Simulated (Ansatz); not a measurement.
**TaN (Fm-3m), two-dimensional strain map**

All numbers below come from DFT PBEsol, scalar-relativistic, plane waves, PAW (Ansatz 0.2.0). Settings: plane waves to 420 eV, k-mesh 18×18×18 (Γ-centred), Gaussian smearing 0.15 eV. Spin–orbit coupling is left out, which can shift energies with elements as heavy as these. No spin polarisation. Energies are free energies at this smearing, counted from the undisturbed cell; pressure is positive in compression.

Zero of the scan (as given, not relaxed at this level; it stands at 4.4 GPa; this rock-salt form isn't the usual structure):

```
Ta N
1.0
     0.00000    2.17900    2.17900
     2.17900    0.00000    2.17900
     2.17900    2.17900    0.00000
Ta N
1 1
Direct
  0.50000 0.50000 0.50000
  0.00000 0.00000 0.00000
```

The cell is strained by p along both x and y and by q along z, fractional coordinates fixed. Points are written (p, q).

Energy above the undisturbed cell in meV/atom (a dash: not computed):

```
 p \ q  -0.050  -0.025  0.000  0.025  0.050
-0.050   365.6   269.2  218.4      ?  197.7
-0.025   178.9    95.4   57.6   52.8      ?
 0.000    96.7    25.6    0.0    7.9   38.4
 0.025    92.6    35.2   21.4      ?   83.9
 0.050   143.6       ?  101.7  132.5  186.7
```

Problem. Fill in the withheld energies.

Solution. (-0.050, 0.025): 198.3; (-0.025, 0.050): 68.7; (0.025, 0.025): 40.8; (0.050, -0.025): 102.1.